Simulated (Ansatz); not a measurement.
ZnS:
```cif
data_S4Zn4
_chemical_formula_sum 'Zn4 S4'
_space_group_name_H-M_alt 'P 1'
_space_group_IT_number 1
_cell_length_a 6.62997
_cell_length_b 6.62997
_cell_length_c 3.86157
_cell_angle_alpha 90.000
_cell_angle_beta 90.000
_cell_angle_gamma 90.000
loop_
_space_group_symop_operation_xyz
  'x, y, z'
loop_
_atom_site_label
_atom_site_type_symbol
_atom_site_fract_x
_atom_site_fract_y
_atom_site_fract_z
_atom_site_occupancy
Zn1 Zn 0.32481 0.67519 0.00000 1
Zn2 Zn 0.67519 0.32481 0.00000 1
Zn3 Zn 0.82481 0.82481 0.50000 1
Zn4 Zn 0.17519 0.17519 0.50000 1
S1 S 0.31431 0.31431 0.00000 1
S2 S 0.68569 0.68569 0.00000 1
S3 S 0.18569 0.81431 0.50000 1
S4 S 0.81431 0.18569 0.50000 1
```

Relaxed with PBE.

**Question.** Which orbitals make up the states near the band edges in DFT-PBE in the program Ansatz with PAW potentials?

**Answer.** Top 1 eV of the valence band: S 3p 90 %, Zn 3d 6 %. Bottom 1 eV of the conduction band: Zn 4s 57 %, S 3s 25 %, S 3p 15 %. Projections are on Löwdin-orthogonalised atomic valence shells; empty p or d shells of many metals are not among them.

**Question.** Tabulate the density of states.

**Answer.** States/eV per cell of 8 atoms, in 0.25 eV bins, energy from the valence-band maximum.

| E (eV) | total | Zn 3d | S 3p | Zn 4s |
|---|---|---|---|---|
| -7.85 | 0.00 | 0.00 | 0.00 | 0.00 |
| -7.60 | 0.00 | 0.00 | 0.00 | 0.00 |
| -7.35 | 0.00 | 0.00 | 0.00 | 0.00 |
| -7.10 | 0.00 | 0.00 | 0.00 | 0.00 |
| -6.85 | 0.00 | 0.00 | 0.00 | 0.00 |
| -6.60 | 0.00 | 0.00 | 0.00 | 0.00 |
| -6.35 | 8.33 | 6.94 | 1.14 | 0.22 |
| -6.10 | 50.46 | 45.14 | 4.56 | 0.66 |
| -5.85 | 53.10 | 50.68 | 1.98 | 0.32 |
| -5.60 | 40.32 | 39.32 | 0.35 | 0.26 |
| -5.35 | 7.78 | 7.17 | 0.12 | 0.07 |
| -5.10 | 0.00 | 0.00 | 0.00 | 0.00 |
| -4.85 | 0.94 | 0.31 | 0.39 | 0.21 |
| -4.60 | 5.50 | 1.03 | 2.99 | 1.36 |
| -4.35 | 4.64 | 0.78 | 2.59 | 1.11 |
| -4.10 | 4.53 | 0.78 | 2.53 | 0.93 |
| -3.85 | 4.10 | 0.65 | 2.38 | 0.75 |
| -3.60 | 3.47 | 0.46 | 2.20 | 0.53 |
| -3.35 | 2.94 | 0.33 | 2.02 | 0.35 |
| -3.10 | 3.59 | 0.36 | 2.63 | 0.33 |
| -2.85 | 4.18 | 0.35 | 3.31 | 0.24 |
| -2.60 | 4.24 | 0.32 | 3.49 | 0.18 |
| -2.35 | 4.01 | 0.28 | 3.38 | 0.13 |
| -2.10 | 4.49 | 0.30 | 3.82 | 0.13 |
| -1.85 | 7.50 | 0.46 | 6.54 | 0.13 |
| -1.60 | 7.73 | 0.47 | 6.78 | 0.12 |
| -1.35 | 7.68 | 0.45 | 6.82 | 0.09 |
| -1.10 | 8.20 | 0.50 | 7.32 | 0.08 |
| -0.85 | 8.27 | 0.51 | 7.43 | 0.06 |
| -0.60 | 5.58 | 0.36 | 5.02 | 0.04 |
| -0.35 | 3.26 | 0.22 | 2.96 | 0.01 |
| -0.10 | 1.15 | 0.08 | 1.06 | 0.00 |
| 0.15 | 0.00 | 0.00 | 0.00 | 0.00 |
| 0.40 | 0.00 | 0.00 | 0.00 | 0.00 |
| 0.65 | 0.00 | 0.00 | 0.00 | 0.00 |
| 0.90 | 0.00 | 0.00 | 0.00 | 0.00 |
| 1.15 | 0.00 | 0.00 | 0.00 | 0.00 |
| 1.40 | 0.00 | 0.00 | 0.00 | 0.00 |
| 1.65 | 0.00 | 0.00 | 0.00 | 0.00 |
| 1.90 | 0.00 | 0.00 | 0.00 | 0.00 |
| 2.15 | 0.00 | 0.00 | 0.00 | 0.00 |
| 2.40 | 0.03 | 0.00 | 0.00 | 0.02 |
| 2.65 | 0.10 | 0.00 | 0.01 | 0.06 |
| 2.90 | 0.18 | 0.00 | 0.03 | 0.10 |
| 3.15 | 0.31 | 0.00 | 0.05 | 0.17 |
| 3.40 | 1.30 | 0.00 | 0.22 | 0.61 |
| 3.65 | 3.51 | 0.01 | 0.61 | 1.57 |
| 3.90 | 5.60 | 0.01 | 1.01 | 2.26 |
| 4.15 | 5.90 | 0.02 | 1.14 | 2.34 |
| 4.40 | 4.28 | 0.01 | 0.76 | 1.41 |
| 4.65 | 5.58 | 0.01 | 1.10 | 1.99 |
| 4.90 | 3.50 | 0.01 | 0.61 | 1.09 |
| 5.15 | 3.96 | 0.01 | 0.58 | 1.05 |
| 5.40 | 5.45 | 0.01 | 0.58 | 1.00 |
| 5.65 | 4.88 | 0.01 | 0.40 | 0.74 |
| 5.90 | 2.74 | 0.00 | 0.13 | 0.17 |
| 6.15 | 6.25 | 0.01 | 0.35 | 0.44 |
| 6.40 | 5.80 | 0.01 | 0.32 | 0.38 |
| 6.65 | 4.90 | 0.01 | 0.20 | 0.19 |
| 6.90 | 8.06 | 0.01 | 0.37 | 0.47 |

Space group P4_2/mnm. The start of the workflow was typed in or built on a structure type; neither database checked (COD, Materials Project) lists it. It is not the phase usual at ambient conditions (space group No. 186, 216). Symmetry was held in the PBE relaxation; its stability against distortions is not shown here. The volume moved by 18 % from the start of the relaxation.

Potentials: the earlier of the program's two PAW sets.
